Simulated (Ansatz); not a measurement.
A relaxed structure of ZrO₂. Space group Pca2₁ (No. 29). These are r2SCAN (plane waves to 500 eV, PAW, scalar-relativistic; Ansatz, an electronic-structure program) values and carry that method's errors.

```cif
data_O8Zr4
_chemical_formula_sum 'Zr4 O8'
_space_group_name_H-M_alt 'P 1'
_space_group_IT_number 1
_cell_length_a 5.28676
_cell_length_b 5.07286
_cell_length_c 5.09831
_cell_angle_alpha 90.000
_cell_angle_beta 90.000
_cell_angle_gamma 90.000
loop_
_space_group_symop_operation_xyz
  'x, y, z'
loop_
_atom_site_label
_atom_site_type_symbol
_atom_site_fract_x
_atom_site_fract_y
_atom_site_fract_z
_atom_site_occupancy
Zr1 Zr 0.03056 0.26645 0.24882 1
Zr2 Zr 0.96944 0.73355 0.74882 1
Zr3 Zr 0.53056 0.73355 0.24882 1
Zr4 Zr 0.46944 0.26645 0.74882 1
O1 O 0.36583 0.06771 0.10712 1
O2 O 0.63417 0.93229 0.60712 1
O3 O 0.86583 0.93229 0.10712 1
O4 O 0.13417 0.06771 0.60712 1
O5 O 0.22939 0.53633 0.00006 1
O6 O 0.77061 0.46367 0.50006 1
O7 O 0.72939 0.46367 0.00006 1
O8 O 0.27061 0.53633 0.50006 1
```

Q: Give the band gap at the level r2SCAN.

A: 4.40 eV, indirect (valence top at Γ, conduction bottom at k = (0.2, 0.4, 0.4)) (no spin-orbit coupling).

Q: Estimate the smallest direct gap that r2SCAN returns for this input.

A: 4.52 eV at Y.

No spin polarisation in the result.

The run could not lose the symmetry of its start; a randomly shaken copy of 12 atoms returns to this structure.

The first start was generated by placing the elements on the sites of a structure type. A measured structure of ZrO2 has the same space group, Pca2₁ (No. 29); the sites were not compared with it. Another known form has space group No. 14.
